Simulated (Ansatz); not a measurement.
Given:

AlSiCN:
```cif
data_CAlNSi
_chemical_formula_sum 'Al1 Si1 C1 N1'
_space_group_name_H-M_alt 'P 1'
_space_group_IT_number 1
_cell_length_a 3.09404
_cell_length_b 3.09404
_cell_length_c 5.02682
_cell_angle_alpha 90.000
_cell_angle_beta 90.000
_cell_angle_gamma 120.000
loop_
_space_group_symop_operation_xyz
  'x, y, z'
loop_
_atom_site_label
_atom_site_type_symbol
_atom_site_fract_x
_atom_site_fract_y
_atom_site_fract_z
_atom_site_occupancy
Al1 Al 0.33333 0.66667 0.50720 1
Si1 Si 0.66667 0.33333 0.99732 1
C1 C 0.33333 0.66667 0.10845 1
N1 N 0.66667 0.33333 0.63702 1
```

This is the PBEsol-relaxed structure.

All from the program Ansatz at the PBEsol level (PAW), unless another level is named. Give the highest zone-centre frequency (without LO–TO term).

791 cm⁻¹.

What about the Debye temperature from the elastic constants?

1000 K.

Predict the zero-point energy.

102.2 meV/atom.

Space group P3m1. The workflow started from a Materials Project entry (that database holds measured and hypothetical structures alike); the Crystallography Open Database copy checked does not list it. Whether it is the stable phase at ambient conditions was not checked. Symmetry was held in the PBEsol relaxation; phonons on a q-mesh show no instability.

Potentials: the later of the program's two PAW sets.
